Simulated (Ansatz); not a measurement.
The end point of a relaxation of CdSe. Space group P6₃mc (No. 186), wurtzite type. All values below come from r2SCAN (plane waves to 500 eV, PAW, scalar-relativistic; Ansatz, a first-principles code).

```cif
data_Cd2Se2
_chemical_formula_sum 'Cd2 Se2'
_space_group_name_H-M_alt 'P63mc'
_space_group_IT_number 186
_space_group_name_Hall 'P 6c -2c'
_cell_length_a 4.34063
_cell_length_b 4.34063
_cell_length_c 7.07679
_cell_angle_alpha 90.000
_cell_angle_beta 90.000
_cell_angle_gamma 120.000
loop_
_atom_site_label
_atom_site_type_symbol
_atom_site_symmetry_multiplicity
_atom_site_Wyckoff_symbol
_atom_site_fract_x
_atom_site_fract_y
_atom_site_fract_z
_atom_site_occupancy
Cd1 Cd 2 b 0.66667 0.33333 0.18996 1
Se1 Se 2 b 0.33333 0.66667 0.31402 1
```

Problem. Estimate the band gap that r2SCAN returns for this input.

Solution. 1.10 eV, direct at Γ (no spin-orbit coupling).

No spin polarisation in the result.

It was reached from a disturbed copy of a P6₃/mmc (No. 194) cell, against which it lies -0.097 eV/atom.
